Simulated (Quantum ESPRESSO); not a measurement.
# AlMg2S3F: finding a planted mistake in a log

Simulated, not a measurement. The program is pw.x of Quantum ESPRESSO 7.5 (plane-wave density functional theory). The cell is made up: 7 atoms on a zincblende/diamond lattice with one site empty, with randomly drawn elements, strain and displacements, not relaxed. PseudoDojo standard norm-conserving files (v0.5 for PBE, v0.4.1 for LDA and PBEsol) set the functional; there is no spin polarisation, spin-orbit coupling or dispersion term, and the masses in the input are unused placeholders.

Intended input:

```
&control calculation='scf', pseudo_dir='./dojo.nc.sr.pbe.v0_5.standard.upf', outdir='./o', disk_io='low', tprnfor=.true., tstress=.true. /
&system ibrav=0, nat=7, ntyp=4, nbnd=30, ecutwfc=84.00895049, nosym=.true., tot_charge=0,
 occupations='smearing', smearing='fd', degauss=0.0018374661
/
&electrons conv_thr=7.350e-09, electron_maxstep=60, /
ATOMIC_SPECIES
Al 1.0 Al.upf
F 1.0 F.upf
Mg 1.0 Mg.upf
S 1.0 S.upf
CELL_PARAMETERS angstrom
5.4655 0.0074 0.0173
0.0074 5.5329 0.064
0.0173 0.064 5.3537
ATOMIC_POSITIONS angstrom
Al 0.0511 2.7619 2.5461
Mg 2.7783 0.1444 2.6588
Mg 2.7168 2.833 -0.0334
S 1.403 1.3019 1.3579
S 1.3238 4.1988 4.1099
S 4.1081 1.3846 3.9532
F 3.9677 4.11 1.3922
K_POINTS automatic
4 4 4 1 1 1
```

The log is shortened where brackets say so; the opening notice, blank lines, dates and the lines on written files are dropped, and the path of the files is cut. It prints rydbergs, bohrs and kilobars, and counts compression as positive stress. Where no state is partly filled, the Fermi energy that it prints is only some level between the filled and the empty states on the mesh, and need not lie in the true gap.

Log of the intended run:

```
     Program PWSCF v.7.5
     Parallel version (MPI & OpenMP), running on       4 processor cores
     Number of MPI processes:                 4
     Threads/MPI process:                     1
     [start-up lines left out]
     bravais-lattice index     =            0
     lattice parameter (alat)  =      10.3284  a.u.
     unit-cell volume          =    1092.3658 (a.u.)^3
     number of atoms/cell      =            7
     number of atomic types    =            4
     number of electrons       =        48.00
     number of Kohn-Sham states=           30
     kinetic-energy cutoff     =      84.0090  Ry
     charge density cutoff     =     336.0358  Ry
     scf convergence threshold =      7.3E-09
     mixing beta               =       0.7000
     number of iterations used =            8  plain     mixing
     Exchange-correlation= PBE
                           (   1   4   3   4   0   0   0)
     [axes and pseudopotential details left out]
   Cartesian axes
     site n.     atom                  positions (alat units)
         1        Al     tau(   1) = (   0.0093495   0.5053305   0.4658467  )
         2        Mg     tau(   2) = (   0.5083311   0.0264201   0.4864668  )
         3        Mg     tau(   3) = (   0.4970787   0.5183393  -0.0061110  )
         4        S      tau(   4) = (   0.2566996   0.2382019   0.2484479  )
         5        S      tau(   5) = (   0.2422088   0.7682326   0.7519670  )
         6        S      tau(   6) = (   0.7516377   0.2533331   0.7232964  )
         7        F      tau(   7) = (   0.7259494   0.7519853   0.2547236  )
     number of k points=    32  Fermi-Dirac smearing, width (Ry)=  0.0018
                       cart. coord. in units 2pi/alat
        k(    1) = (   0.1244377   0.1218570   0.1257523), wk =   0.0625000
        k(    2) = (   0.1236337   0.1189054   0.3810124), wk =   0.0625000
     [further k points left out]
     Dense  grid:   113641 G-vectors     FFT dimensions: (  64,  64,  60)
     Estimated max dynamical RAM per process >     187.05 MB
     Estimated total dynamical RAM >     664.95 MB
     Initial potential from superposition of free atoms
     starting charge      47.9958, renormalised to      48.0000
     Starting wfcs are   30 randomized atomic wfcs
     total cpu time spent up to now is        2.2 secs
     per-process dynamical memory:   131.9 Mb
     Self-consistent Calculation
     iteration #  1     ecut=    84.01 Ry     beta= 0.70
     Davidson diagonalization with overlap
     ethr =  1.00E-02,  avg # of iterations =  5.3
     total cpu time spent up to now is        5.8 secs
     total energy              =    -357.81933201 Ry
     estimated scf accuracy    <       0.66219662 Ry
     iteration #  2     ecut=    84.01 Ry     beta= 0.70
     Davidson diagonalization with overlap
     ethr =  1.38E-03,  avg # of iterations =  2.0
     total cpu time spent up to now is        8.9 secs
     total energy              =    -357.96290368 Ry
     estimated scf accuracy    <       0.47618191 Ry
     [iterations 3 to 8 left out]
     iteration #  9     ecut=    84.01 Ry     beta= 0.70
     Davidson diagonalization with overlap
     ethr =  5.46E-10,  avg # of iterations =  2.0
     total cpu time spent up to now is       30.7 secs
     total energy              =    -358.07304010 Ry
     estimated scf accuracy    <       0.00000004 Ry
     iteration # 10     ecut=    84.01 Ry     beta= 0.70
     Davidson diagonalization with overlap
     ethr =  8.29E-11,  avg # of iterations =  2.1
     total cpu time spent up to now is       33.6 secs
     End of self-consistent calculation
     [lines on levels left out]
     the Fermi energy is     3.3734 ev
!    total energy              =    -358.07304011 Ry
     estimated scf accuracy    <          3.2E-09 Ry
     smearing contrib. (-TS)   =      -0.00000000 Ry
     internal energy E=F+TS    =    -358.07304011 Ry
     The total energy is F=E-TS. E is the sum of the following terms:
     one-electron contribution =    -267.90027442 Ry
     hartree contribution      =     140.07266732 Ry
     xc contribution           =     -63.80167158 Ry
     ewald contribution        =    -166.44376144 Ry
     convergence has been achieved in  10 iterations
     Forces acting on atoms (cartesian axes, Ry/au):
     atom    1 type  1   force =     0.00569827   -0.01057470    0.05087708
     atom    2 type  3   force =     0.00669512   -0.08013938    0.00214973
     atom    3 type  3   force =     0.03649179   -0.01576619    0.02709527
     atom    4 type  4   force =    -0.07206335    0.06900097   -0.04197003
     atom    5 type  4   force =    -0.05730103    0.00589498   -0.06940029
     atom    6 type  4   force =     0.07338414    0.07007117    0.00540891
     atom    7 type  2   force =     0.00709506   -0.03848685    0.02583934
     Total force =     0.209506     Total SCF correction =     0.000121
     Computing stress (Cartesian axis) and pressure
          total   stress  (Ry/bohr**3)                   (kbar)     P=      -21.72
  -0.00014485  -0.00009220   0.00019220          -21.31      -13.56       28.27
  -0.00009220  -0.00019017  -0.00016202          -13.56      -27.97      -23.83
   0.00019220  -0.00016202  -0.00010803           28.27      -23.83      -15.89
     init_run     :      2.11s CPU      2.17s WALL (       1 calls)
     electrons    :     31.25s CPU     31.37s WALL (       1 calls)
     forces       :      0.48s CPU      0.50s WALL (       1 calls)
     stress       :      1.58s CPU      1.58s WALL (       1 calls)
     [timing details left out]
     PWSCF        :     35.48s CPU     35.71s WALL
     JOB DONE.
```

A second run was made from an input with one planted mistake. Its log:

```
     Program PWSCF v.7.5
     Parallel version (MPI & OpenMP), running on       4 processor cores
     Number of MPI processes:                 4
     Threads/MPI process:                     1
     [start-up lines left out]
     bravais-lattice index     =            0
     lattice parameter (alat)  =      10.3284  a.u.
     unit-cell volume          =    1092.3658 (a.u.)^3
     number of atoms/cell      =            7
     number of atomic types    =            4
     number of electrons       =        48.00
     number of Kohn-Sham states=           30
     kinetic-energy cutoff     =      84.0090  Ry
     charge density cutoff     =     336.0358  Ry
     scf convergence threshold =      7.3E-09
     mixing beta               =       0.7000
     number of iterations used =            8  plain     mixing
     Exchange-correlation= SLA  PW   NOGX NOGC
                           (   1   4   0   0   0   0   0)
     [axes and pseudopotential details left out]
   Cartesian axes
     site n.     atom                  positions (alat units)
         1        Al     tau(   1) = (   0.0093495   0.5053305   0.4658467  )
         2        Mg     tau(   2) = (   0.5083311   0.0264201   0.4864668  )
         3        Mg     tau(   3) = (   0.4970787   0.5183393  -0.0061110  )
         4        S      tau(   4) = (   0.2566996   0.2382019   0.2484479  )
         5        S      tau(   5) = (   0.2422088   0.7682326   0.7519670  )
         6        S      tau(   6) = (   0.7516377   0.2533331   0.7232964  )
         7        F      tau(   7) = (   0.7259494   0.7519853   0.2547236  )
     number of k points=    32  Fermi-Dirac smearing, width (Ry)=  0.0018
                       cart. coord. in units 2pi/alat
        k(    1) = (   0.1244377   0.1218570   0.1257523), wk =   0.0625000
        k(    2) = (   0.1236337   0.1189054   0.3810124), wk =   0.0625000
     [further k points left out]
     Dense  grid:   113641 G-vectors     FFT dimensions: (  64,  64,  60)
     Estimated max dynamical RAM per process >     187.05 MB
     Estimated total dynamical RAM >     664.95 MB
     Initial potential from superposition of free atoms
     starting charge      47.9963, renormalised to      48.0000
     Starting wfcs are   30 randomized atomic wfcs
     total cpu time spent up to now is        2.3 secs
     per-process dynamical memory:   131.9 Mb
     Self-consistent Calculation
     iteration #  1     ecut=    84.01 Ry     beta= 0.70
     Davidson diagonalization with overlap
     ethr =  1.00E-02,  avg # of iterations =  5.3
     total cpu time spent up to now is        5.9 secs
     total energy              =    -357.59583837 Ry
     estimated scf accuracy    <       0.62876651 Ry
     iteration #  2     ecut=    84.01 Ry     beta= 0.70
     Davidson diagonalization with overlap
     ethr =  1.31E-03,  avg # of iterations =  2.1
     total cpu time spent up to now is        9.1 secs
     total energy              =    -357.73142293 Ry
     estimated scf accuracy    <       0.49196849 Ry
     [iterations 3 to 8 left out]
     iteration #  9     ecut=    84.01 Ry     beta= 0.70
     Davidson diagonalization with overlap
     ethr =  3.34E-10,  avg # of iterations =  2.3
     total cpu time spent up to now is       31.0 secs
     total energy              =    -357.84370529 Ry
     estimated scf accuracy    <       0.00000004 Ry
     iteration # 10     ecut=    84.01 Ry     beta= 0.70
     Davidson diagonalization with overlap
     ethr =  7.90E-11,  avg # of iterations =  2.0
     total cpu time spent up to now is       33.9 secs
     End of self-consistent calculation
     [lines on levels left out]
     the Fermi energy is     3.0086 ev
!    total energy              =    -357.84370530 Ry
     estimated scf accuracy    <          2.4E-09 Ry
     smearing contrib. (-TS)   =      -0.00000000 Ry
     internal energy E=F+TS    =    -357.84370530 Ry
     The total energy is F=E-TS. E is the sum of the following terms:
     one-electron contribution =    -268.17778923 Ry
     hartree contribution      =     139.43330859 Ry
     xc contribution           =     -62.65546322 Ry
     ewald contribution        =    -166.44376144 Ry
     convergence has been achieved in  10 iterations
     Forces acting on atoms (cartesian axes, Ry/au):
     atom    1 type  1   force =     0.00499608   -0.01146038    0.04925044
     atom    2 type  3   force =     0.00630453   -0.07657563    0.00158783
     atom    3 type  3   force =     0.03478359   -0.01458885    0.02705537
     atom    4 type  4   force =    -0.06723422    0.06979132   -0.03723133
     atom    5 type  4   force =    -0.05235836    0.00356179   -0.06887254
     atom    6 type  4   force =     0.06898150    0.06999669    0.00107748
     atom    7 type  2   force =     0.00452687   -0.04072493    0.02713275
     Total force =     0.202465     Total SCF correction =     0.000104
     Computing stress (Cartesian axis) and pressure
          total   stress  (Ry/bohr**3)                   (kbar)     P=      -51.36
  -0.00034649  -0.00008360   0.00017891          -50.97      -12.30       26.32
  -0.00008360  -0.00039299  -0.00015951          -12.30      -57.81      -23.46
   0.00017891  -0.00015951  -0.00030791           26.32      -23.46      -45.30
     init_run     :      2.12s CPU      2.17s WALL (       1 calls)
     electrons    :     31.50s CPU     31.61s WALL (       1 calls)
     forces       :      0.45s CPU      0.46s WALL (       1 calls)
     stress       :      1.49s CPU      1.50s WALL (       1 calls)
     [timing details left out]
     PWSCF        :     35.66s CPU     35.87s WALL
     JOB DONE.
```

Question: what was wrong in the second input?

Answer: the files are those of another functional. The input lines that differ, file-writing options aside:

```
- &control calculation='scf', pseudo_dir='./dojo.nc.sr.pbe.v0_5.standard.upf', outdir='./o', disk_io='low', tprnfor=.true., tstress=.true. /
+ &control calculation='scf', pseudo_dir='./dojo.nc.sr.lda.v0_4_1.standard.upf', outdir='./o', disk_io='low', tprnfor=.true., tstress=.true. /
```

```
                                            intended run  run with the mistake
                          free energy (eV)     -4871.832             -4868.712
                    smearing term -TS (eV)        0.0000                0.0000
                            pressure (GPa)         -2.17                 -5.14
            largest force component (eV/Å)         2.060                 1.969
largest change of a force component (eV/Å)                               0.127
                                iterations            10                    10
```

For scale, a rerun of the intended cell at 1437 eV and a 6 x 6 x 6 mesh moved values by no more than 0.002 eV in energy, 0.02 GPa in stress and 0.006 eV/Å in force. Files of another functional have another zero of energy, so the energy change says nothing on stability.